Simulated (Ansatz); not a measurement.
An Ansatz (a program for electronic structure) run. Input:

Ansatz 0.2 input:
```yaml
crystal:
  lattice:
    - [0.0, 2.6798637137, 2.6798637137]
    - [2.6798637137, 0.0, 2.6798637137]
    - [2.6798637137, 2.6798637137, 0.0]
  atoms:
    - { symbol: Co, position: [0.0, 0.0, 0.0] }
    - { symbol: Si, position: [0.75, 0.75, 0.75] }
    - { symbol: Si, position: [0.25, 0.25, 0.25] }
kpoints:
  mp_grid: { grid: [15, 15, 15] }
hamiltonian:
  xc: pbe
  pseudopotentials: { kind: paw }
scf:
  occupations: { method: fermi_dirac, width: 0.1 }
phonons:
  method: dfpt
  response_accuracy: low
  qmesh: [3, 3, 3]
  interpolated_qmesh: [17, 17, 17]
  dielectric: false
  rigid_motions: translations
  temperatures: { t_max: 1000, t_step: 50 }
  qpath:
    path:
      - [[0.0, 0.0, 0.0], [0.5, 0.0, 0.5], [0.625, 0.25, 0.625]]  # Γ-X-U
      - [[0.375, 0.375, 0.75], [0.0, 0.0, 0.0], [0.5, 0.5, 0.5], [0.5, 0.25, 0.75], [0.5, 0.0, 0.5]]  # K-Γ-L-W-X
    npoints: 13
```

Output (shortened):

```
WARN phonons: nothing shows that this cell's Born effective charges vanish (its symmetry is asked only of a neutral cell with symmetry detection on), so it may …
Pseudopotential: Co, paw, valence charge 17
Pseudopotential: Si, paw, valence charge 4
Functional definition: PBE
Crystal: 3 atoms, lattice volume = 38.492 Å³
Basis set: ecut = 420 eV, 749 PW (Γ), exchange–correlation on 54×54×54 points (8 copies of the dense FFT grid, shifted against one another)
Bands: 17, of which v1, the nominal top of the filled ones, is band 13 counted from 1 (12 counted from 0)
Symmetry: 48 space group operations
k-points: 120 of 3375
SCF iter   1: F=—  HF=-6399.193884 eV  |F-HF|=—  |Δ(HF+E_count)|=         —  Δρ=6.67e-3  dr2=1.70e-2  ethr=1.77e-3  ⟨swp⟩=5.1  Hψ=10487  notcnv=0
preconditioner: auto → Kerker (q_TF=auto, 2.539 Å⁻¹)
SCF iter   2: F=—  HF=-6399.193011 eV  |F-HF|=—  |Δ(HF+E_count)|=   8.73e-4  Δρ=3.37e-3  dr2=5.41e-3  ethr=6.81e-5  ⟨swp⟩=1.0  Hψ=3000  notcnv=0
SCF iter   3: F=—  HF=-6399.192784 eV  |F-HF|=—  |Δ(HF+E_count)|=   2.27e-4  Δρ=8.48e-4  dr2=2.11e-4  ethr=2.16e-5  ⟨swp⟩=1.4  Hψ=2408  notcnv=0
SCF iter   4: F=—  HF=-6399.192854 eV  |F-HF|=—  |Δ(HF+E_count)|=   7.01e-5  Δρ=3.57e-4  dr2=4.42e-5  ethr=8.43e-7  ⟨swp⟩=2.5  Hψ=3468  notcnv=0
SCF iter   5: F=—  HF=-6399.192867 eV  |F-HF|=—  |Δ(HF+E_count)|=   1.28e-5  Δρ=1.00e-4  dr2=4.83e-6  ethr=1.77e-7  ⟨swp⟩=2.5  Hψ=2865  notcnv=0
SCF iter   6: F=—  HF=-6399.192868 eV  |F-HF|=—  |Δ(HF+E_count)|=   5.28e-7  Δρ=1.07e-4  dr2=2.76e-6  ethr=1.93e-8  ⟨swp⟩=2.2  Hψ=3124  notcnv=0
SCF iter   7: F=—  HF=-6399.192865 eV  |F-HF|=—  |Δ(HF+E_count)|=   2.15e-6  Δρ=3.26e-5  dr2=3.05e-7  ethr=1.11e-8  ⟨swp⟩=2.5  Hψ=2756  notcnv=0
SCF iter   8: F=—  HF=-6399.192865 eV  |F-HF|=—  |Δ(HF+E_count)|=   2.12e-8  Δρ=1.04e-5  dr2=2.74e-8  ethr=1.22e-9  ⟨swp⟩=1.0  Hψ=2041  notcnv=0
SCF iter  11: F=-6399.192865 eV  HF=-6399.192865 eV  |F-HF|=3.64e-12  |Δ(HF+E_count)|=  1.82e-12  Δρ=3.35e-8  dr2=2.18e-13  ethr=1.00e-12  ⟨swp⟩=5.0  Hψ=7844  notcnv=0
SCF 1 converged in 11 iterations: F = -6399.192865 eV  dr2 = 2.18e-13
NSCF: frozen V_eff on 120 k-points
NSCF: frozen V_eff on 288 k-points
DFPT response loops at q = (0, 0, 0) (fractional): preconditioner auto → Kerker (q_TF=auto, 2.539 Å⁻¹) (partly filled bands, converged f_vac=0.000) …
NSCF: frozen V_eff on 3600 k-points
DFPT response loops at q = (0, 0, 0.3333333333333333) (fractional): mixed as the last ones told, above
NSCF: frozen V_eff on 1920 k-points
DFPT response loops at q = (0, 0.3333333333333333, 0.3333333333333333) (fractional): mixed as the last ones told, above
NSCF: frozen V_eff on 3600 k-points
DFPT response loops at q = (0, 0.3333333333333333, -0.33333333333333337) (fractional): mixed as the last ones told, above
SCF converged after 11 iterations
Free energy (F): -6399.192865 eV
Harris-Foulkes:  -6399.192865 eV  (|F-HF|=3.64e-12)
Internal energy: -6399.157754 eV  (E = F + TS)
E sigma→0 (E₀):  -6399.175310 eV
Entropy (-TS):   -0.035112 eV (-11.704 meV/atom)
Fermi energy:    12.850354 eV
--- Per-component energies (eV) ---
  E_band       = -284.897757
  E_kinetic    = 547.356692
  E_local      = -4098.416850  (includes V_loc(G=0)·N_el)
  E_nonlocal   = 501.197269
  E_hartree    = 1783.016840
  E_xc         = -274.038844
  E_vxc        = -305.174681  (∫ρ·V_xc dr)
  E_paw        = -2541.398976  (= ΣΔE_a)
  E_vpaw       = -495.894058  (= ΣTr[D̂ρ^β])
  E_aug_tail   = 0.000158  (compensation charges beyond the density's cutoff)
  E_ewald      = -2316.874044
  E_smearing   = -0.035112  (= −TS)
  E_closure    = 0.000000  (closes the sum)
  Σ components = -6399.192865   (vs F -6399.192865, Δ=0.00e0)
  [band-id]    e_kinetic+e_local+e_nonlocal+2·e_hartree+e_vxc+e_vpaw+e_augmentation_tail = -284.897789   (vs E_band -284.897757, Δ=-3.30e-5)
--- Band table (eV; the first three rows and the last of 120) ---
  k-point 0: bands = ["-81.9029", "-45.2176", "-45.2176", "-45.2176", "-0.2728", "8.7737", "8.7737", "8.7737", "10.9501", "10.9501", "13.5866", "16.2738", "16.2738", "16.2738", "16.2760", "16.2760", "16.2760"]
  k-point 1: bands = ["-81.9029", "-45.2177", "-45.2176", "-45.2176", "-0.2053", "8.6024", "8.7980", "8.7980", "10.9291", "10.9291", "13.6610", "15.0985", "15.6723", "15.6723", "16.8989", "16.8989", "17.4999"]
  k-point 2: bands = ["-81.9029", "-45.2180", "-45.2177", "-45.2177", "-0.0035", "8.1316", "8.8671", "8.8671", "10.8770", "10.8770", "13.4292", "14.5218", "15.0866", "15.0866", "17.2763", "17.2763", "18.0559"]
  k-point 119: bands = ["-81.9029", "-45.2193", "-45.2192", "-45.2185", "4.6378", "4.7224", "6.6974", "7.1478", "10.4648", "10.5793", "10.9493", "11.4261", "12.1718", "16.1214", "16.7847", "18.6434", "19.6538"]
--- Phonons (Γ-DFPT): 2 representative perturbations + reference (Σ response iterations 5) ---
  ASR residual: 1.940e-4 → 0.000e0 eV/Å²; symmetrization residual: 1.391e-5 eV/Å²
  ASR residual per site (eV/Å²): 1.94e-4 1.03e-4 1.03e-4
  Γ frequencies (cm⁻¹): 0.00 0.00 0.00 325.78 325.78 325.78 330.55 330.55 330.55
  non-analytic LO–TO correction: not included (Born effective charges unavailable; polar crystals …
--- Phonons (arbitrary-q DFPT): 4 irreducible q on the 3×3×3 mesh ---
  q = [0.0000, 0.0000, 0.0000] (star 1, of the zone-centre solve; hermiticity 2.41e-6, symmetrization 4.65e-13):  0.00 0.00 0.00 325.78 325.78 325.78 330.55 330.55 330.55
  q = [0.0000, 0.0000, 0.3333] (star 8, 2 solved perturbations on 1800 of 3375 k-point pairs; hermiticity 1.37e-6, symmetrization 5.15e-12): 98.36 98.36 236.29 308.58 308.58 312.47 351.29 351.29 364.91
  q = [0.0000, 0.3333, 0.3333] (star 6, 4 solved perturbations in 3000 linear systems a pass and spin channel, the states on 960 of 3375 k-point pairs; hermiticity 1.04e-6, symmetrization 2.30e-11): 147.59 147.59 242.23 278.96 278.96 282.89 368.95 368.95 372.05
  q = [0.0000, 0.3333, -0.3333] (star 12, 4 solved perturbations in 5520 linear systems a pass and spin channel, the states on 1800 of 3375 k-point pairs; hermiticity 9.71e-7, symmetrization 1.86e-13): 144.64 222.48 238.65 262.47 288.04 324.76 359.99 365.67 375.41
  sum rule: each row above includes the acoustic sum rule's correction from the zone centre's row sums; it moved no ω² by more than (1.00 cm⁻¹)²
  mesh force constants: q→R imaginary residual 1.56e-16; ASR residual 1.940e-4 → 0.000e0 eV/Å²; symmetrization residual 1.066e-14 eV/Å²
  interpolated dispersion: 80 rows × 9 modes
  density of states and harmonic sums: on the 17×17×17 q-mesh, interpolated from the force constants of a 3×3×3 supercell (no non-analytic term)
  largest difference from the sums on the solved wave vectors: F 2.09e-2 eV, S 3.05e-5 and C_V 9.52e-6 eV/K
  zero-point energy: 0.155056 eV/cell   skipped modes (ω ≤ 0): 3   left out of the sums: 6.78e-5 of the cell's modes …
```

Cost: roughly 10 core-minutes on shared cores.

Space group Fm-3m (fluorite or antifluorite type). The PBE relaxation kept the symmetry of its start. No spin polarisation was allowed. As this level gives no gap, phonon frequencies hold no LO–TO term and depend on the k-mesh and smearing (Fermi–Dirac, 0.1 eV here).

Potentials: the later of the program's two PAW sets.

Ansatz is a plane-wave DFT program.
